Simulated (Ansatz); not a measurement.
These are results of DFT PBE, scalar-relativistic, plane waves, PAW (Ansatz), not measurements. All cells share a 420 eV cutoff and Γ-centred k meshes spaced at most about 0.3 Å⁻¹ (about 0.25 or finer for metals, 2π included). Collinear spin in cells that started with moments and kept them past the coarse steps, no spin elsewhere.

Temperature and zero-point effects are left out. All come from trial cells, and lower structures may exist.

Question: These unrelaxed guesses for Li₂SbMo₃ are each relaxed within their symmetry. Order them by the energy at which they end, lowest first.
A.

```
Li Sb Mo
1.0
     2.70754   -4.52801    0.00000
     2.70754    4.52801    0.00000
     0.00000    0.00000    4.23359
Li Sb Mo
2 1 3
Cartesian
  1.3538 2.2640 2.1168
  1.3538 -2.2640 2.1168
  2.7075 0.0000 0.0000
  2.7075 3.0694 0.0000
  2.7075 -3.0694 0.0000
  0.0000 0.0000 2.1168
```

B.

```
Li Sb Mo
1.0
     2.73954    1.58167    4.01898
    -2.73954    1.58167    4.01898
     0.00000   -3.16335    4.01898
Li Sb Mo
2 1 3
Direct
  0.62678 0.62678 0.62678
  0.37322 0.37322 0.37322
  0.00000 0.00000 0.00000
  0.00000 0.50000 0.00000
  0.50000 0.00000 0.00000
  0.00000 0.00000 0.50000
```

C.

```
Li Sb Mo
1.0
     4.27774    0.00000    0.00000
     0.00000    4.27774    0.00000
     0.00000    0.00000    5.70823
Li Sb Mo
2 1 3
Direct
  0.50000 0.50000 0.32741
  0.50000 0.50000 0.67259
  0.50000 0.50000 0.00000
  0.00000 0.50000 0.50000
  0.50000 0.00000 0.50000
  0.00000 0.00000 0.00000
```

D.

```
Li Sb Mo
1.0
     5.98087    0.00000    0.00000
    -2.99043    5.17958    0.00000
     0.00000    0.00000    3.23703
Li Sb Mo
2 1 3
Direct
  0.33333 0.66667 0.00000
  0.66667 0.33333 0.00000
  0.00000 0.00000 0.00000
  0.50000 0.00000 0.50000
  0.50000 0.50000 0.50000
  0.00000 0.50000 0.50000
```

Answer: B (ends in R-3m, 0 meV/atom), A (ends in Cmmm, 123 meV/atom), D (ends in P6/mmm, 0.30 eV/atom), C (ends in P4/mmm, 0.60 eV/atom). Even the lowest end lies +0.38 eV/atom against the elements.

Spin–orbit coupling, which can matter for Sb, is left out. Another magnetic order may lie lower. Cells relaxed within their symmetry can be saddle points. Some structure types and database cells were kept out of the candidates from the start, so a known form may be missing.
